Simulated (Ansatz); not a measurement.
**KTi$_{4}$S$_{8}$, first-principles data**

KTi4S8:
```
KTi4S8
1.0
    6.83342     0.00000     0.00000
   -3.41671     5.91791     0.00000
    0.00000     0.00000     7.88386
S Ti K
8 4 1
Direct
  0.33416   0.16708   0.81993
  0.33333   0.66667   0.82088
  0.83292   0.16708   0.81993
  0.83292   0.66584   0.81993
  0.16708   0.33416   0.18007
  0.16708   0.83292   0.18007
  0.66667   0.33333   0.17912
  0.66584   0.83292   0.18007
  0.00000   0.00000   0.00000
  0.00000   0.50000   0.00000
  0.50000   0.00000   0.00000
  0.50000   0.50000   0.00000
  0.00000   0.00000   0.50000
```

Space group P-3m1 (No. 164); conventional cell a = 6.833 Å, b = 6.833 Å, c = 7.884 Å, α = 90.00°, β = 90.00°, γ = 120.00°.

Method: DFT-r²SCAN+D4 in the program Ansatz with PAW potentials. Structure relaxed to zero pressure with the same functional. Other levels are named where they apply.

Cell and energy:

- Volume per atom = 24.52 Å³
- Density = 2.54 g/cm³
- Formation energy from the elements (no fitted shifts) = -1.60 eV/atom

Electronic structure:

Electronic character: metallic (no gap)
Density of states at the Fermi level: 0.42 states/eV per atom (mean over ±0.08 eV)

Charges:

- Bader charges: S -1.04 to -1.00, Ti +1.83 to +1.84, K +0.87 e

The cell is a constructed one: a structure type filled with these elements; neither database checked (COD, Materials Project) lists it. Whether it is the stable phase at ambient conditions was not checked. Symmetry was held in the r²SCAN+D4 relaxation; its stability against distortions is not shown here. No spin polarisation was allowed. With an odd number of electrons in the cell and no spin polarisation, the count alone makes it a metal. The references are the lowest solids computed at this level, not always the standard phases.

Potentials: the later of the program's two PAW sets.
